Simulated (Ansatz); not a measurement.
Mg₃TiNO₃ in space group P4/mmm (No. 123; Pearson symbol tP8) at seven volumes, the program Ansatz at the PBEsol level (PAW), shape and atoms relaxed at each. One row is withheld.

```json
[
 {"V (Å³/atom)": "8.544", "P (GPa)": "21.36"},
 {"V (Å³/atom)": "8.826", "P (GPa)": "13.08"},
 {"V (Å³/atom)": "9.108", "P (GPa)": "?"},
 {"V (Å³/atom)": "9.389", "P (GPa)": "0.00"},
 {"V (Å³/atom)": "9.671", "P (GPa)": "-5.12"},
 {"V (Å³/atom)": "9.953", "P (GPa)": "-9.47"},
 {"V (Å³/atom)": "10.234", "P (GPa)": "-13.14"}
]
```

Task: Fit the shown pressures and predict the withheld one.

Result: Third-order Birch–Murnaghan: P = (3/2)B₀(x^(7/2) − x^(5/2))[1 + (3/4)(B′ − 4)(x − 1)] with x = (V₀/V)^(2/3). Least squares on the six rows gives V₀ = 9.389 Å³/atom, B₀ = 184.3 GPa, B′ = 4.37. At V = 9.108, x = 1.0205 and P = 5.98 GPa. The run itself gave 6.02 GPa.

The start of the workflow was typed in or built on a structure type; neither database checked (COD, Materials Project) lists it. Whether it is the stable phase at ambient conditions was not checked. The cell was relaxed with PBEsol under the symmetry of its start; its stability against distortions is not shown here. The workflow began spin-polarised and lost its moments.

Potentials: the earlier of the program's two PAW sets. The files were generated under PBE; for other functionals the program regenerates the frozen cores, and for LDA and PBEsol the local potential too.
